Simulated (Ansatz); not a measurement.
Mo$_{2}$C:
```yaml
crystal:
  lattice:
    - [3.01619, 0.00000, 0.00000]
    - [-1.50809, 2.61210, 0.00000]
    - [0.00000, 0.00000, 4.59612]
  atoms:
    - { symbol: Mo, position: [0.33333, 0.66667, 0.24909] }
    - { symbol: Mo, position: [0.66667, 0.33333, 0.75091] }
    - { symbol: C, position: [0.00000, 0.00000, 0.50000] }
```

Relaxed with LDA. Special points in fractions of this cell's reciprocal vectors: Γ (0.000, 0.000, 0.000); M (0.500, 0.000, 0.000); K (0.333, 0.333, 0.000); A (0.000, 0.000, 0.500); L (0.500, 0.000, 0.500); H (0.333, 0.333, 0.500).

Q: List the band energies nearest the Fermi level at these points for DFT-LDA in the program Ansatz with PAW potentials.

A: In eV from the Fermi level; about four levels below and three above (degenerate sets whole), none deeper than 8.9 eV; points with the same levels are listed once.

```csv
k,below,above
Γ,-1.32 -1.32 -1.08 -1.08,0.54 0.54 2.02
M,-5.23 -5.05 -2.72 -1.26,1.24 2.12 2.53
K,-4.82 -3.87 -3.12 -3.12,1.55 1.55 1.91
A,-2.81 -2.18 -2.18 -2.05,0.79 0.79 1.37 1.37
L,-3.81 -1.81 -1.44 -0.43,0.63 1.63 2.16
H,-2.71 -2.21 -2.21 -0.55,0.49 0.49 3.35 3.35
```

Space group P-3m1. The first step of the workflow began from a Materials Project structure, measured or hypothetical; the Crystallography Open Database copy checked does not list it. COD files the formula under space group No. 60, so this cell is another polymorph or a model. Its standing as an ambient phase is unchecked. Symmetry was held in the LDA relaxation; of distortions, only those at the zone centre were tested. The run is not spin-polarised. Spin–orbit coupling is left out wherever it is not named.

Potentials: the later of the program's two PAW sets.
